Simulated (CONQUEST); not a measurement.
A self-consistent single point of Ta (Im-3m, 2 atoms in the cell; from Materials Project mp-50).

```yaml
crystal:
  lattice:
    - [3.30986, 0.00000, 0.00000]
    - [0.00000, 3.30986, 0.00000]
    - [0.00000, 0.00000, 3.30986]
  atoms:
    - { symbol: Ta, position: [0.00000, 0.00000, 0.00000] }
    - { symbol: Ta, position: [0.50000, 0.50000, 0.50000] }
```

Computed with CONQUEST with revPBE, numerical atomic orbitals double-zeta with polarisation (the shipped basis), PseudoDojo norm-conserving potentials made for PBE.

CONQUEST settings:

```
key                                                   value
---------------------------  ------------------------------
basis                                                   DZP
Diag.MPMeshX, Y, Z                                    6 6 6
potentials                   PseudoDojo norm-conserving PBE
General.DifferentFunctional                            true
General.FunctionalType                                  102
Grid.GridCutoff                                      140 Ha
DM.SolutionMethod                                    diagon
Diag.kT                                         0.003675 Ha
Diag.GammaCentred                                      true
minE.SCTolerance                                    1.0e-06
SC.MaxIters                                             100
SC.LinearMixingFactor                                   0.5
SC.KerkerPreCondition                                  true
SC.KerkerFactor                                  0.1 1/bohr
AtomMove.TypeOfRun                                   static
```

Results:

```
Property                                                  Value
------------------------------------------------  -------------
Number of valence electrons                                  26
Number of bands                                              38
Number of k-points after the program's reduction            154
Size of the basis                                            38
Number of SCF iterations                                      6
FFT grid                                           36 × 36 × 36
Free energy E − TS                                -3543.4973 eV
Fermi level (on the code's own zero)                   -7.05 eV
Pressure                                               5.11 GPa
```

Stress (GPa, positive for compression):
```
5.11  0.00  0.00
0.00  5.11  0.00
0.00  0.00  5.11
```

For comparison: a first run (DFT, LDA (PW92), numerical atomic orbitals double-zeta with polarisation (the shipped basis), PseudoDojo norm-conserving potentials made for LDA) was changed to give this one (pseudopotentials: PseudoDojo norm-conserving LDA → PseudoDojo norm-conserving PBE; General.DifferentFunctional: default → true; General.FunctionalType: default → 102), and from it to this one the pressure goes from -11.11 to 5.11 GPa.

The program uses no crystal symmetry, so grid and mesh can part values that symmetry would make equal. The atom-centred basis is finite, which shifts total energies and pressures against plane waves. The potentials were made for another functional than the one used. The structure comes from a collection of computed structures, made at another level of theory; the collection holds predicted forms beside known ones. No clean gap shows at this smearing width and mesh (spacing up to 0.32 Å⁻¹); the mesh is coarse for partly filled bands, so the values carry mesh errors.

Cost on one core: about 70 core-seconds (a rough figure).
